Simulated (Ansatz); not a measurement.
# Te (simple cubic): energy against volume

Level of theory: Ansatz, DFT, BLYP, plane waves (420 eV) with PAW, scalar-relativistic. (PAW data from PBE, frozen cores regenerated.)

The cell is scaled uniformly from the relaxed one, with fractional coordinates and shape fixed. Energies are extrapolated to zero smearing, pressures are those at the given smearing. Magnetic state: spin not included.

A Birch-Murnaghan fit gives V₀ = 35.64 Å³/atom, B₀ = 39 GPa, B₀′ = 4.9.

(1) What are the energy above the minimum and the pressure at 32.898 Å³/atom?

(2) What are the energy above the minimum and the pressure at 37.189 Å³/atom?

(3) What are the energy above the minimum and the pressure at 40.050 Å³/atom?

Results:

(1) 30.2 meV/atom and 3.88 GPa as computed.

(2) 7.6 meV/atom and -1.43 GPa as computed.

(3) 53.0 meV/atom and -3.34 GPa as computed.
